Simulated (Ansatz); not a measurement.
Input, command and steps of an Ansatz relaxation.

```yaml
crystal:
  lattice:
    - [1.5033805157, 0.8679771455, 9.8530378047]
    - [-1.5033805157, 0.8679771455, 9.8530378047]
    - [0.0, -1.7359542909, 9.8530378047]
  atoms:
    - { symbol: Ta, position: [0.3732873452, 0.3732873452, 0.3732873452] }
    - { symbol: Ta, position: [0.6236542575, 0.6236542575, 0.6236542575] }
    - { symbol: Ta, position: [0.2103284309, 0.2103284309, 0.2103284309] }
    - { symbol: Ta, position: [0.7944319482, 0.7944319482, 0.7944319482] }
    - { symbol: C, position: [0.5029134196, 0.5029134196, 0.5029134196] }
    - { symbol: C, position: [0.9958769142, 0.9958769142, 0.9958769142] }
    - { symbol: C, position: [0.0845076943, 0.0845076943, 0.0845076943] }
basis:
  ecutwfc: 420
kpoints:
  mp_grid: { grid: [12, 12, 12] }
hamiltonian:
  xc: pbesol
scf:
  occupations: { method: gaussian, width: 0.1 }
output:
  forces: true
  stress: true
  eigenvalues: true
relax:
  adjacent_minimum: "off"
  f_tol: 0.01
  max_steps: 30
  cell: { stress_tol: 0.1, fix: [volume] }
```

```bash
ansatz run input.yaml --threads 2 --pin off --max-ram 5120MiB --backend cpu --events-out ev --progress --plain --runs-dir out
```

The calculation used DFT PBEsol, scalar-relativistic, plane waves, PAW in Ansatz 0.2.0.

The volume is held at 0.91 times that of the relaxed cell.

Of 7 frames 6 are shown, positions in Å and forces in eV/Å; the SCF threshold varies from step to step. Steps run on the plane waves of an earlier cell, with a Pulay correction in the pressure. The basis is chosen afresh for the last frame, the zero of the energies, and at times for earlier ones too; energy and pressure can step there, also at an unchanged geometry. Where two frames share a geometry here, they differ by under 2 meV/atom and 0.3 GPa. The mark taken_back stands on steps that the optimiser undid.

```xyz
7
Lattice="1.5034 0.8680 9.8530 -1.5034 0.8680 9.8530 0.0000 -1.7360 9.8530" Properties=species:S:1:pos:R:3:forces:R:3 pbc="T T T" step=1 free_energy_over_end_meV_per_atom=0.49 pressure_GPa=35.00
Ta    0.0000    0.0000   11.0340    0.0000    0.0000    0.0573
Ta    0.0000    0.0000   18.4347    0.0000    0.0000   -0.3592
Ta    0.0000    0.0000    6.2171    0.0000    0.0000    0.3049
Ta    0.0000    0.0000   23.4827    0.0000    0.0000   -0.0692
C     0.0000    0.0000   14.8657    0.0000    0.0000    0.0340
C     0.0000    0.0000   29.4372    0.0000    0.0000    0.0691
C     0.0000    0.0000    2.4980    0.0000    0.0000   -0.0368
7
Lattice="1.5056 0.8693 9.8236 -1.5056 0.8693 9.8236 0.0000 -1.7386 9.8236" Properties=species:S:1:pos:R:3:forces:R:3 pbc="T T T" step=2 free_energy_over_end_meV_per_atom=4.34 pressure_GPa=33.62 taken_back
Ta    0.0000    0.0000   10.9897    0.0000    0.0000    0.0804
Ta    0.0000    0.0000   18.3400    0.0000    0.0000    0.8181
Ta    0.0000    0.0000    6.2378    0.0000    0.0000   -0.8992
Ta    0.0000    0.0000   23.4238    0.0000    0.0000   -0.0334
C     0.0000    0.0000   14.8478    0.0000    0.0000   -0.1323
C     0.0000    0.0000   29.3246    0.0000    0.0000    0.1310
C     0.0000    0.0000    2.4893    0.0000    0.0000    0.0354
7
Lattice="1.5026 0.8675 9.8629 -1.5026 0.8675 9.8629 0.0000 -1.7351 9.8629" Properties=species:S:1:pos:R:3:forces:R:3 pbc="T T T" step=3 free_energy_over_end_meV_per_atom=0.04 pressure_GPa=34.59
Ta    0.0000    0.0000   11.0432    0.0000    0.0000    0.0212
Ta    0.0000    0.0000   18.4428    0.0000    0.0000   -0.0563
Ta    0.0000    0.0000    6.2331    0.0000    0.0000    0.0101
Ta    0.0000    0.0000   23.5080    0.0000    0.0000   -0.0346
C     0.0000    0.0000   14.8866    0.0000    0.0000   -0.0074
C     0.0000    0.0000   29.4617    0.0000    0.0000    0.0739
C     0.0000    0.0000    2.4999    0.0000    0.0000   -0.0069
7
Lattice="1.5027 0.8676 9.8614 -1.5027 0.8676 9.8614 0.0000 -1.7352 9.8614" Properties=species:S:1:pos:R:3:forces:R:3 pbc="T T T" step=4 free_energy_over_end_meV_per_atom=0.03 pressure_GPa=34.56
Ta    0.0000    0.0000   11.0416    0.0000    0.0000    0.0388
Ta    0.0000    0.0000   18.4393    0.0000    0.0000    0.0166
Ta    0.0000    0.0000    6.2315    0.0000    0.0000    0.0060
Ta    0.0000    0.0000   23.5035    0.0000    0.0000   -0.0375
C     0.0000    0.0000   14.8830    0.0000    0.0000    0.0035
C     0.0000    0.0000   29.4627    0.0000    0.0000   -0.0665
C     0.0000    0.0000    2.4979    0.0000    0.0000    0.0390
7
Lattice="1.5033 0.8679 9.8537 -1.5033 0.8679 9.8537 0.0000 -1.7359 9.8537" Properties=species:S:1:pos:R:3:forces:R:3 pbc="T T T" step=5 free_energy_over_end_meV_per_atom=0.00 pressure_GPa=34.56
Ta    0.0000    0.0000   11.0341    0.0000    0.0000   -0.0019
Ta    0.0000    0.0000   18.4247    0.0000    0.0000    0.0053
Ta    0.0000    0.0000    6.2269    0.0000    0.0000   -0.0016
Ta    0.0000    0.0000   23.4847    0.0000    0.0000   -0.0056
C     0.0000    0.0000   14.8716    0.0000    0.0000    0.0021
C     0.0000    0.0000   29.4370    0.0000    0.0000    0.0022
C     0.0000    0.0000    2.4975    0.0000    0.0000   -0.0003
7
Lattice="1.5032 0.8678 9.8560 -1.5032 0.8678 9.8560 0.0000 -1.7357 9.8560" Properties=species:S:1:pos:R:3:forces:R:3 pbc="T T T" step=7 free_energy_over_end_meV_per_atom=0.00 pressure_GPa=34.56
Ta    0.0000    0.0000   11.0366    0.0000    0.0000   -0.0005
Ta    0.0000    0.0000   18.4292    0.0000    0.0000   -0.0005
Ta    0.0000    0.0000    6.2283    0.0000    0.0000    0.0005
Ta    0.0000    0.0000   23.4900    0.0000    0.0000   -0.0022
C     0.0000    0.0000   14.8750    0.0000    0.0000    0.0006
C     0.0000    0.0000   29.4440    0.0000    0.0000    0.0011
C     0.0000    0.0000    2.4980    0.0000    0.0000    0.0010
```

The run took 2.6 min on 2 threads of Arm Neoverse V2, on a shared host, peak memory 0.67 GiB.

Spin–orbit coupling is left out, which can shift energies with elements as heavy as these.